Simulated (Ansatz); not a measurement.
Values for one crystal, relaxed and computed with plane-wave PAW r²SCAN (Ansatz code); other levels are named.

| Item | Value |
|---|---|
| Volume per atom | 6.89 Å³ |
| Electronic character | metallic (no gap) |
| Pressure derivative B′ | 3.5 |
| Density of states at the Fermi level | 0.13 states/eV per atom (mean over ±0.08 eV) |
| Bulk modulus (Birch–Murnaghan fit) | 346 GPa |

Q: Pick the material that matches.
A) Te, simple cubic
B) Sb, A7 (α-As type)
C) B, diamond
D) C, I4_1/amd (C on 8e)

A: D, C, I4_1/amd (C on 8e)

The start of the workflow was typed in or built on a structure type; the Crystallography Open Database files this formula in space group No. 141, but the cells were not matched. It is not the phase usual at ambient conditions (space group No. 194, 227). Symmetry was held in the r²SCAN relaxation; its stability against distortions is not shown here.

Potentials: the earlier of the program's two PAW sets.
